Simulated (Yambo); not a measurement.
Optical response of GaAl$_{3}$N$_{4}$

```
GaAl3N4
1.0
    5.03769     0.00000     0.00000
    0.00000     3.12544     0.00000
   -0.00335     0.00000     5.41117
N Al Ga
4 3 1
Direct
  0.11010   0.00000   0.66630
  0.12260   0.50000   0.16720
  0.62590   0.50000   0.84130
  0.62350   0.00000   0.32530
  0.50010   0.50000   0.16730
  0.00080   0.50000   0.83500
  0.00090   0.00000   0.33160
  0.49970   0.00000   0.66620
```

Yambo, RPA with local fields on PBEsol bands; 6×8×6 mesh, 70 bands, 3 Ry local-field block, 0.2 eV broadening; field along z.

```
E (eV)  Im ε   Re ε  Im ε, independent particles
------  ----  -----  ---------------------------
0.0     0.00   4.68                         0.00
0.6     0.02   4.71                         0.02
1.2     0.03   4.78                         0.03
1.9     0.06   4.92                         0.06
2.5     0.09   5.14                         0.09
3.1     0.17   5.51                         0.18
3.8     0.47   5.91                         0.46
4.4     1.17   6.50                         1.13
5.0     1.59   6.40                         1.54
5.6     2.53   7.80                         2.56
6.2     4.77   6.90                         4.88
6.9     6.50   6.28                         7.04
7.5     7.44   3.86                         8.22
8.1     5.98   1.24                         6.83
8.8     5.25   0.56                         5.96
9.4     3.99   1.06                         4.73
10.0    3.93   0.99                         4.85
10.6    3.64   1.20                         4.86
11.2    3.77   1.20                         5.11
11.9    4.27   0.80                         5.31
12.5    4.66   0.09                         5.00
13.1    3.93  -1.08                         3.52
13.8    3.08  -1.17                         2.67
14.4    2.71  -1.28                         2.26
15.0    2.04  -1.37                         1.64
15.6    1.51  -1.14                         1.25
16.2    1.30  -0.96                         1.08
16.9    1.09  -0.78                         0.91
17.5    0.84  -0.72                         0.69
18.1    0.69  -0.48                         0.59
18.8    0.58  -0.31                         0.53
19.4    0.54  -0.19                         0.49
20.0    0.49  -0.09                         0.44
```

Structure narrower than a few tenths of an eV can come from the finite k mesh. Convergence of the RPA response with its 6×8×6 mesh was not tested. No excitonic effects at this level.

Spin-orbit coupling is not included.

Geometry of the Materials Project entry, not relaxed at this level.

The structure is a Materials Project entry; no match was found in the copy of COD used, and its stability was not checked.
